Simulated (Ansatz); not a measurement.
SnO2:
```xyz
12
Lattice="5.1007 0.0000 0.0000 0.0000 5.1007 0.0000 0.0000 0.0000 5.1007" Properties=species:S:1:pos:R:3 pbc="T T T"
Sn     0.0000     2.5503     2.5503
Sn     2.5503     2.5503     0.0000
Sn     2.5503     0.0000     2.5503
Sn     0.0000     0.0000     0.0000
O      1.7328     0.8175     4.2832
O      3.3679     4.2832     0.8175
O      0.8175     4.2832     1.7328
O      4.2832     0.8175     3.3679
O      4.2832     1.7328     0.8175
O      0.8175     3.3679     4.2832
O      3.3679     3.3679     3.3679
O      1.7328     1.7328     1.7328
```

Relaxed with r²SCAN. Plane-wave PAW r²SCAN (Ansatz code) gives a gap of 1.59 eV.

Problem. What gap does HSE06 give on the same cell (Ansatz, PAW)?

Solution. 2.57 eV, 0.98 eV more. The hybrid was solved on a coarser mesh and at special points; its gap is the smallest among all of these.

```csv
k,v1 r²SCAN,c1 r²SCAN,v1 HSE06,c1 HSE06
Γ,-0.09,1.59,-0.11,2.57
R,-0.67,6.15,(withheld),(withheld)
M,-0.34,5.63,(withheld),(withheld)
X,-0.03,4.70,(withheld),(withheld)
```

Problem. Top valence (v1) and lowest conduction level (c1) in eV from each method's valence maximum (which need not be a listed point): supply the withheld HSE06 values.

Solution. 
- R, v1 HSE06: -0.76
- R, c1 HSE06: 7.38
- M, v1 HSE06: -0.36
- M, c1 HSE06: 6.81
- X, v1 HSE06: -0.05
- X, c1 HSE06: 5.83

Cost on shared cores: the r²SCAN run (SCF on a 6×6×6 mesh, then bands and DOS) roughly 4 core-minutes, the HSE06 run (SCF on 3×3×3, then a few points) around 6 core-minutes (rough); the tasks are unlike.

Space group Pa-3. The workflow started from a Materials Project entry (that database holds measured and hypothetical structures alike); the Crystallography Open Database copy checked does not list it. It is not the phase usual at ambient conditions (space group No. 136). Symmetry was held in the r²SCAN relaxation; its stability against distortions is not shown here. Scalar-relativistic: spin–orbit coupling is off unless named, which matters more the heavier the elements.

Potentials: the later of the program's two PAW sets.
